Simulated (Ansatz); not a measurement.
Structure types of Li were relaxed at one common pressure (all-electron LAPW in Ansatz 0.2.0 under LDA, scalar-relativistic, no spin polarisation, zero temperature). They take these volumes:

```csv
type,space group,V (Å³/atom)
fcc,Fm-3m,14.81
bcc,Im-3m,14.87
hcp,P6_3/mmc,14.82
R-3m,R-3m,14.81
dhcp,P6_3/mmc,14.81
omega,P6/mmm,14.83
```

At about which pressure, and is the densest type also the lowest in enthalpy?

5.6 GPa. The densest types tie within 0.02 Å³/atom, and hcp is the lowest in enthalpy, by less than the mesh noise of 5 meV/atom.
